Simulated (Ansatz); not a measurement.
LiNbO3:
```
LiNbO3
1.0
    2.59221     1.49661     4.56282
   -2.59221     1.49661     4.56282
    0.00000    -2.99322     4.56282
Li Nb O
2 2 6
Cartesian
  0.00000   0.00000  10.26634
  0.00000   0.00000   3.42211
  0.00000   0.00000   0.00000
  0.00000   0.00000   6.84423
 -0.63014   1.49661   7.98493
  0.63014  -1.49661   5.70352
 -0.98103  -1.29403   7.98493
  0.98103   1.29403   5.70352
  1.61118  -0.20259   7.98493
 -1.61118   0.20259   5.70352
```

Relaxed with r²SCAN.

Task: Map the valence electron density (e/Å³), cut off at 3 on the plane through (0.750, 0.750, 0.750) spanned by u = [1, -1, 0] and v = [1, 1, -1] in lattice vectors, from DFT-r²SCAN in the program Ansatz with PAW potentials.

Result: x is the fraction of u, y of v (the angle between them is 90°; rows are the nearest grid lines); atoms in the plane: Li at (0.00, 0.00), Li at (0.00, 0.50), Nb at (0.50, 0.75), Nb at (0.50, 0.25), O at (0.38, 0.50), O at (0.62, 0.00).
```
y \ x   0.000  0.0769  0.192  0.269  0.346  0.462  0.538  0.654  0.731  0.808  0.923   1.00
------  -----  ------  -----  -----  -----  -----  -----  -----  -----  -----  -----  -----
1.00     3.00    2.46  0.046  0.044  0.073  0.673   3.00   3.00   2.29  0.378   2.49   3.00
0.921   0.346   0.125  0.111  0.099  0.101  0.410   1.26   1.91  0.711  0.189  0.092  0.346
0.842   0.060   0.135  0.277  0.266  0.385   2.12   2.25  0.454  0.159  0.076  0.040  0.060
0.763   0.061   0.102  0.221  0.299   1.44   3.00   3.00   1.41  0.249  0.163  0.079  0.061
0.684   0.062   0.048  0.085  0.156  0.675   3.00   3.00  0.708  0.309  0.296  0.137  0.062
0.605   0.074   0.048  0.125  0.385  0.878  0.841  0.429  0.138  0.146  0.165  0.108  0.074
0.526    3.00    1.71  0.346   1.95   3.00   3.00  0.623  0.075  0.049  0.052   1.70   3.00
0.474    3.00    1.71  0.346   1.95   3.00   3.00  0.623  0.075  0.049  0.052   1.70   3.00
0.395   0.074   0.048  0.125  0.385  0.878  0.841  0.429  0.138  0.146  0.165  0.108  0.074
0.316   0.062   0.048  0.085  0.156  0.675   3.00   3.00  0.708  0.309  0.296  0.137  0.062
0.237   0.061   0.102  0.221  0.299   1.44   3.00   3.00   1.41  0.249  0.163  0.079  0.061
0.158   0.060   0.135  0.277  0.266  0.385   2.12   2.25  0.454  0.159  0.076  0.040  0.060
0.0789  0.346   0.125  0.111  0.099  0.101  0.410   1.26   1.91  0.711  0.189  0.092  0.346
0.000    3.00    2.46  0.046  0.044  0.073  0.673   3.00   3.00   2.29  0.378   2.49   3.00
```

The density is the valence pseudo-density with augmentation charge, so density and ELF within about 1 Å of a nucleus are not all-electron values.

Space group R-3c. The workflow started from a Materials Project entry (that database holds measured and hypothetical structures alike); the Crystallography Open Database files this formula in space group No. 167, but the cells were not matched. It is not the phase usual at ambient conditions (space group No. 161). The r²SCAN relaxation kept the symmetry of its start; its stability against distortions is not shown here. The run is not spin-polarised.

Potentials: the later of the program's two PAW sets.
